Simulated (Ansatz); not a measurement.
CdSe:
```cif
data_Cd2Se2
_chemical_formula_sum 'Cd2 Se2'
_space_group_name_H-M_alt 'P 1'
_space_group_IT_number 1
_cell_length_a 4.38292
_cell_length_b 4.38292
_cell_length_c 7.15369
_cell_angle_alpha 90.000
_cell_angle_beta 90.000
_cell_angle_gamma 120.000
loop_
_space_group_symop_operation_xyz
  'x, y, z'
loop_
_atom_site_label
_atom_site_type_symbol
_atom_site_fract_x
_atom_site_fract_y
_atom_site_fract_z
_atom_site_occupancy
Cd1 Cd 0.66667 0.33333 0.00048 1
Cd2 Cd 0.33333 0.66667 0.50048 1
Se1 Se 0.66667 0.33333 0.62472 1
Se2 Se 0.33333 0.66667 0.12472 1
```

Relaxed with PBE.

Question: Which orbitals make up the states near the band edges in plane-wave PAW PBE (Ansatz code)?

Answer: Top 1 eV of the valence band: Se 4p 92 %. Bottom 1 eV of the conduction band: Cd 5s 55 %, Se 4p 27 %, Se 4s 15 %. Projections are on Löwdin-orthogonalised atomic valence shells; empty p or d shells of many metals are not among them.

Question: Tabulate the density of states.

Answer: States/eV per cell of 4 atoms, in 0.25 eV bins, energy from the valence-band maximum.

```tsv
E (eV)	total	Cd 4d	Se 4p	Cd 5s
-7.85	0.80	0.75	0.04	0.00
-7.60	44.90	43.26	1.49	0.08
-7.35	25.52	25.16	0.13	0.08
-7.10	8.78	8.12	0.06	0.06
-6.85	0.00	0.00	0.00	0.00
-6.60	0.00	0.00	0.00	0.00
-6.35	0.00	0.00	0.00	0.00
-6.10	0.00	0.00	0.00	0.00
-5.85	0.00	0.00	0.00	0.00
-5.60	0.00	0.00	0.00	0.00
-5.35	0.00	0.00	0.00	0.00
-5.10	0.00	0.00	0.00	0.00
-4.85	0.00	0.00	0.00	0.00
-4.60	0.00	0.00	0.00	0.00
-4.35	0.00	0.00	0.00	0.00
-4.10	0.04	0.00	0.03	0.01
-3.85	5.41	0.08	3.37	1.87
-3.60	3.59	0.09	2.21	1.15
-3.35	2.44	0.09	1.50	0.72
-3.10	1.32	0.06	0.80	0.35
-2.85	0.92	0.05	0.56	0.23
-2.60	0.95	0.04	0.68	0.16
-2.35	2.44	0.07	2.07	0.16
-2.10	2.28	0.08	1.95	0.13
-1.85	3.39	0.11	3.00	0.11
-1.60	3.85	0.13	3.45	0.09
-1.35	4.31	0.16	3.88	0.07
-1.10	6.28	0.25	5.71	0.05
-0.85	5.26	0.22	4.80	0.03
-0.60	3.16	0.15	2.89	0.01
-0.35	1.77	0.09	1.63	0.00
-0.10	0.59	0.03	0.55	0.00
0.15	0.00	0.00	0.00	0.00
0.40	0.00	0.00	0.00	0.00
0.65	0.00	0.00	0.00	0.00
0.90	0.01	0.00	0.00	0.01
1.15	0.03	0.00	0.01	0.02
1.40	0.07	0.00	0.02	0.04
1.65	0.11	0.00	0.04	0.06
1.90	0.17	0.00	0.05	0.09
2.15	0.29	0.00	0.09	0.15
2.40	0.56	0.00	0.16	0.30
2.65	0.96	0.00	0.27	0.50
2.90	2.31	0.00	0.58	1.11
3.15	2.48	0.00	0.63	1.17
3.40	3.16	0.01	0.80	1.37
3.65	2.82	0.00	0.75	1.20
3.90	1.50	0.00	0.44	0.66
4.15	1.00	0.00	0.31	0.45
4.40	0.53	0.00	0.14	0.20
4.65	0.43	0.00	0.06	0.07
4.90	3.63	0.01	0.29	0.27
5.15	5.25	0.01	0.42	0.38
5.40	3.07	0.00	0.23	0.23
```

Space group P6_3mc (wurtzite). The cell was relaxed with PBE under the symmetry of its start; phonons on a q-mesh show no instability. Spin–orbit coupling is left out wherever it is not named.

Potentials: the later of the program's two PAW sets.
